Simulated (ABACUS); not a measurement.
A self-consistent single point of Au (C2/m, 1 atom in the cell; from Materials Project mp-81, changed as shown).

```yaml
crystal:
  lattice:
    - [0.00000, 2.08564, 2.08564]
    - [2.08564, 0.00000, 2.08564]
    - [2.12736, 2.12736, 0.00000]
  atoms:
    - { symbol: Au, position: [0.00000, 0.00000, 0.00000] }
```

All values come from this method and carry its errors: PBE, PseudoDojo 0.5 standard norm-conserving PBE (tails mended) pseudopotentials (plane waves; ABACUS).

ABACUS settings:

- KPT = MP 11 11 11 0 0 0
- basis_type = pw
- ecutwfc = 76 Ry
- smearing_method = fd
- smearing_sigma = 0.00734986 Ry
- potentials = PseudoDojo 0.5 standard norm-conserving PBE (tails mended)
- symmetry = 1
- symmetry_prec = 1e-05
- ks_solver = cg
- scf_nmax = 100
- scf_thr = 1.0e-09 Ry
- mixing_type = pulay
- mixing_beta = 0.7

Results:

```
Item                                                      Value
------------------------------------------------  -------------
Number of valence electrons                                  19
Number of bands                                              20
Number of k-points after the program's reduction            366
Number of plane waves (most at a k-point)                  1415
Number of SCF iterations                                     17
FFT grid                                           32 × 32 × 32
Free energy E − TS                                -4032.7176 eV
Fermi level (on the code's own zero)                   18.57 eV
Pressure                                              -4.11 GPa
```

Stress (GPa, positive for compression):
```
-4.13  -0.44   0.36
-0.44  -4.13   0.36
 0.36   0.36  -4.07
```

For comparison: a first run was changed to give this one (lattice vector c scaled by 1.02), and from it to this one the free energy goes up by 7.8 meV/atom and the pressure goes from -1.75 to -4.11 GPa.

The structure comes from a collection of computed structures, made at another level of theory; the collection holds predicted forms beside known ones. No clean gap shows at this smearing width and mesh (spacing up to 0.24 Å⁻¹); the mesh is coarse for partly filled bands, so the values carry mesh errors.

Cost on one core: roughly 5 core-minutes.

“Tails mended”: in these copies of the files the far tail of each local potential was reset to the Coulomb form.
